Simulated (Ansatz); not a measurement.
Profile along the Cu–Cu line in Cu (fcc, Cu type)

Cu (fcc, Cu type)

```yaml
crystal:
  lattice:
    - [0.00000, 1.78169, 1.78169]
    - [1.78169, 0.00000, 1.78169]
    - [1.78169, 1.78169, 0.00000]
  atoms:
    - { symbol: Cu, position: [0.00000, 0.00000, 0.00000] }
```

Fields along a shortest Cu–Cu line of a {110} plane (2.52 Å), from Cu to Cu, interpolated on the slice's grid (step about 0.2 Å). All values below come from PBEsol (plane waves to 420 eV, PAW, scalar-relativistic; Ansatz, a quantum-chemistry and plane-wave program). k mesh 22×22×22. These are valence fields of a PAW run, semicore shells included where kept as valence: close to a nucleus they are smooth pseudo fields. Cu is run without spin polarisation. Cu was relaxed with its symmetry unable to fall. The PAW data are Ansatz's earlier set.

```tsv
distance from Cu (Å)	valence electron density (e/Å³)	electron localisation function
0.00	79.79	x
0.13	67.08	x
0.25	40.64	x
0.38	18.85	x
0.50	7.48	0.18
0.63	3.01	0.15
0.76	1.28	0.15
0.88	0.61	0.17
1.01	0.39	0.18
1.13	0.31	0.20
1.26	0.28	0.22
1.39	0.31	0.20
1.51	0.39	0.18
1.64	0.61	0.17
1.76	1.28	0.15
1.89	3.01	0.15
2.02	7.48	0.18
2.14	18.85	x
2.27	40.64	x
2.39	67.08	x
2.52	79.79	x
```

x: too close to a nucleus for the ELF to mean much.

Density on the Cu–Cu line (2.52 Å) at its midpoint: 0.28 e/Å³. ELF at that point: 0.22.
